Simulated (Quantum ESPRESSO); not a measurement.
Al2ZnSiN4, a curve over strain

Computed values, not a measurement. The program is pw.x of Quantum ESPRESSO 7.5 (plane-wave density functional theory). The cell is made up: 8 atoms on a wurtzite lattice, with randomly drawn elements, strain and displacements, not relaxed. PseudoDojo standard norm-conserving files (v0.5 for PBE, v0.4.1 for LDA and PBEsol) set the functional; there is no spin polarisation, spin-orbit coupling or dispersion term, and the masses in the input are unused placeholders.

Seven runs add a strain to one cell (the same along x and y); the atoms follow the cell and are not relaxed. Stress in the table is positive in tension.

Input of the run at +0.0086:

```
&control calculation='scf', pseudo_dir='./dojo.nc.sr.pbe.v0_5.standard.upf', outdir='./o', disk_io='medium', tprnfor=.true., tstress=.true. /
&system ibrav=0, nat=8, ntyp=4, nbnd=31, ecutwfc=84.00895049, nosym=.true., tot_charge=0,
 occupations='smearing', smearing='fd', degauss=0.0018374661
/
&electrons conv_thr=7.350e-09, electron_maxstep=60, /
ATOMIC_SPECIES
Al 1.0 Al.upf
N 1.0 N.upf
Si 1.0 Si.upf
Zn 1.0 Zn.upf
CELL_PARAMETERS angstrom
3.2045 0.0007 0.0508
0.0013 5.5744 0.039
0.0837 0.037 5.0788
ATOMIC_POSITIONS angstrom
Al -0.0326 0.0075 -0.0244
Zn 1.5605 2.8079 0.0844
Al 1.6574 0.9611 2.5691
Si 0.0813 3.7884 2.6477
N 0.1142 0.0657 1.894
N 1.6109 2.7674 2.001
N 1.6768 0.9768 4.5071
N 0.0832 3.7123 4.4458
K_POINTS automatic
6 4 4 1 1 1
```

| added strain | free energy less that of the input shown (eV) | stress xx (GPa) | stress yy (GPa) | stress zz (GPa) | stress xy (GPa) | pressure (GPa) | iterations |
| --- | --- | --- | --- | --- | --- | --- | --- |
| -0.0223 | -0.2110 | -2.83 | 0.70 | 0.95 | 0.40 | 0.39 | 13 |
| -0.0203 | -0.2124 | -1.77 | 1.71 | 1.18 | 0.36 | -0.37 | 13 |
| -0.0166 | -0.2088 | 0.13 | 3.53 | 1.59 | 0.31 | -1.75 | 13 |
| +0.0086 | 0.0000 | 11.12 | 14.04 | 4.03 | -0.03 | -9.73 | 13 |
| +0.0152 | 0.1026 | 13.50 | 16.31 | 4.59 | -0.10 | -11.47 | 13 |
| +0.0231 | 0.2478 | 16.11 | 18.80 | 5.22 | -0.19 | -13.38 | 14 |

Question: one run is left out of the table, at +0.0111. Estimate its stress xx (GPa).

Answer: 12.05. The whole row:

| added strain | free energy less that of the input shown (eV) | stress xx (GPa) | stress yy (GPa) | stress zz (GPa) | stress xy (GPa) | pressure (GPa) | iterations |
| --- | --- | --- | --- | --- | --- | --- | --- |
| +0.0111 | 0.0366 | 12.05 | 14.92 | 4.25 | -0.06 | -10.41 | 13 |

A cubic fit gives a slope of stress xx against the added strain of 415 GPa at zero added strain, with the atoms clamped. Across the table the free energy follows the integral of the stress to within 0.7 meV. A rerun of one of the cells at 1437 eV and a 8 x 6 x 6 mesh moved values by no more than 0.002 eV in energy, 0.03 GPa in stress and 0.002 eV/Å in force.